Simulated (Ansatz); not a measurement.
Space group Pm-3m (No. 221). a = 4.107 Å, b = 4.107 Å, c = 4.107 Å, α = 90.00°, β = 90.00°, γ = 90.00°
```tsv
atom	site	symmetry	x	y	z
Ag	3c	4/mm.m	0.5000	0.0000	0.5000
Au	1a	m-3m	0.0000	0.0000	0.0000
```

Equation of state of this Ag₃Au structure (not necessarily the ground state), with shape and atoms relaxed at each volume where symmetry leaves them free. It has no gap at any of these volumes. All numbers below come from DFT r2SCAN, scalar-relativistic, plane waves, PAW in Ansatz 0.2.0.

Settings: cutoff 500 eV, Γ-centred mesh 10×10×10 on the computed 4-atom cell, Gaussian smearing of 0.10 eV; no spin polarisation.

```json
{"V (Å³/atom)": "16.284", "E − E(largest V) (meV/atom)": "6.03", "P (GPa)": "8.49"}
{"V (Å³/atom)": "16.804", "E − E(largest V) (meV/atom)": "-13.70", "P (GPa)": "3.82"}
{"V (Å³/atom)": "17.323", "E − E(largest V) (meV/atom)": "-19.67", "P (GPa)": "0.00"}
{"V (Å³/atom)": "17.843", "E − E(largest V) (meV/atom)": "-14.40", "P (GPa)": "-3.12"}
{"V (Å³/atom)": "18.363", "E − E(largest V) (meV/atom)": "0.00", "P (GPa)": "-5.65"}
```

Task: Fit a third-order Birch–Murnaghan equation to E(V).

Result: V0 = 17.32 Å³/atom, B0 = 115 GPa, B0' = 5.8.

Spin-orbit coupling is left out, which matters for the bands of heavy elements.